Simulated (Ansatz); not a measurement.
Sc:
```
Sc
1.0
    3.31343     0.00000     0.00000
   -1.65672     2.86952     0.00000
    0.00000     0.00000    10.53170
Sc
4
Cartesian
  0.00000   0.00000   0.00000
  0.00000   0.00000   5.26585
  0.00000   1.91301   2.63293
  1.65672   0.95651   7.89878
```

Relaxed with r²SCAN.

Task: Map the electron localisation function on the plane through (0.000, 0.000, 0.000) spanned by u = [1, 1, 0] and v = [1, -1, 0] in lattice vectors, from the program Ansatz at the r²SCAN level (PAW).

Result: x is the fraction of u, y of v (the angle between them is 90°; rows are the nearest grid lines); atoms in the plane: Sc at (0.00, 0.00), Sc at (0.50, 0.50).
```
y \ x   0.000  0.118  0.176  0.294  0.353  0.471  0.529  0.647  0.706  0.824  0.882   1.00
------  -----  -----  -----  -----  -----  -----  -----  -----  -----  -----  -----  -----
1.00    0.026  0.509  0.699  0.226  0.076  0.273  0.273  0.076  0.226  0.699  0.509  0.026
0.931   0.518  0.691  0.674  0.130  0.085  0.373  0.373  0.085  0.130  0.674  0.691  0.518
0.862   0.581  0.412  0.212  0.092  0.213  0.556  0.556  0.213  0.092  0.212  0.412  0.581
0.759   0.184  0.214  0.248  0.313  0.321  0.310  0.310  0.321  0.313  0.248  0.214  0.184
0.690   0.574  0.460  0.308  0.091  0.076  0.102  0.102  0.076  0.091  0.308  0.460  0.574
0.621   0.537  0.255  0.102  0.233  0.483  0.679  0.679  0.483  0.233  0.102  0.255  0.537
0.552   0.359  0.104  0.092  0.643  0.696  0.348  0.348  0.696  0.643  0.092  0.104  0.359
0.448   0.359  0.104  0.092  0.643  0.696  0.348  0.348  0.696  0.643  0.092  0.104  0.359
0.379   0.537  0.255  0.102  0.233  0.483  0.679  0.679  0.483  0.233  0.102  0.255  0.537
0.310   0.574  0.460  0.308  0.091  0.076  0.102  0.102  0.076  0.091  0.308  0.460  0.574
0.241   0.184  0.214  0.248  0.313  0.321  0.310  0.310  0.321  0.313  0.248  0.214  0.184
0.138   0.581  0.412  0.212  0.092  0.213  0.556  0.556  0.213  0.092  0.212  0.412  0.581
0.0690  0.518  0.691  0.674  0.130  0.085  0.373  0.373  0.085  0.130  0.674  0.691  0.518
0.000   0.026  0.509  0.699  0.226  0.076  0.273  0.273  0.076  0.226  0.699  0.509  0.026
```

The density is the valence pseudo-density with augmentation charge, so density and ELF within about 1 Å of a nucleus are not all-electron values.

Space group P6_3/mmc (dhcp (α-La type)). The start of the workflow was typed in or built on a structure type. Its sites differ from those of the usual phase in this space group: another stacking or structure type. The r²SCAN relaxation kept the symmetry of its start; whether a distortion lowers the energy is not shown. No spin polarisation was allowed.

Potentials: the earlier of the program's two PAW sets.
